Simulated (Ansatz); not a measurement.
Here is the system:

InP:
Space group P4₂/mnm (No. 136); a = b = 7.1750 Å, c = 4.1634 Å, α = β = γ = 90.00°

| atom | site | symmetry | x | y | z |
|---|---|---|---|---|---|
| In | 4g | m.2m | 0.1782 | 0.1782 | 0.5000 |
| P | 4f | m.2m | 0.3193 | 0.3193 | 0.0000 |

This is the PBEsol-relaxed structure.

Problem. All from PBEsol (plane waves, PAW; program Ansatz), unless another level is named. Estimate the electronic dielectric constant ε∞ (DFPT).

Solution. 10.5 (xx = yy), 10.3 (zz).

Problem. Give the Born charges (a third of the trace).

Solution. In +2.37, P -2.37 e.

Space group P4_2/mnm. The start of the workflow was typed in or built on a structure type; neither database checked (COD, Materials Project) lists it. It is not the phase usual at ambient conditions (space group No. 216). Symmetry was held in the PBEsol relaxation; whether a distortion lowers the energy is not shown. The volume moved by 20 % from the start of the relaxation. Spin–orbit coupling is left out wherever it is not named.

Potentials: the earlier of the program's two PAW sets. The files were generated under PBE; for other functionals the program regenerates the frozen cores, and for LDA and PBEsol the local potential too.
